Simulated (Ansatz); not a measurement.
This cell of PbS (rock salt) is off equilibrium:

```yaml
crystal:
  lattice:
    - [0.00000, 5.97499, 5.97499]
    - [2.98749, 0.00000, 2.98749]
    - [2.98749, 2.98749, 0.00000]
  atoms:
    - { symbol: S, position: [0.00000, 0.00000, 0.00000] }
    - { symbol: S, position: [0.50000, 0.00000, 0.00000] }
    - { symbol: Pb, position: [0.27174, 0.48551, 0.48551] }
    - { symbol: Pb, position: [0.72826, 0.51449, 0.51449] }
```

Calculation: r2SCAN (plane waves to 500 eV, PAW, scalar-relativistic; Ansatz, a program for electronic structure). k mesh 5×10×10 (Γ-centred), Fermi-Dirac smearing 0.05 eV. Compression counts positive. PbS was relaxed with its symmetry unable to fall. Spin-orbit coupling is left out, though Pb is heavy. The PAW data are Ansatz's earlier set.

### Question
What forces act on the atoms (eV/Å, Cartesian)?

### Answer
| atom | Fx | Fy | Fz |
|---|---|---|---|
| S1 | 0.000 | 0.000 | 0.000 |
| S2 | 0.000 | 0.000 | 0.000 |
| Pb3 | 0.748 | -0.748 | -0.748 |
| Pb4 | -0.748 | 0.748 | 0.748 |

### Question
What is the stress tensor (GPa)?

### Answer
```
   0.47     0.32     0.32
   0.32     0.47    -0.32
   0.32    -0.32     0.47
```
The pressure, a third of the trace, is 0.47 GPa.

(For displaced atoms, the force is minus the slope of the energy, and its curvature is a force constant, which sets phonon frequencies.)
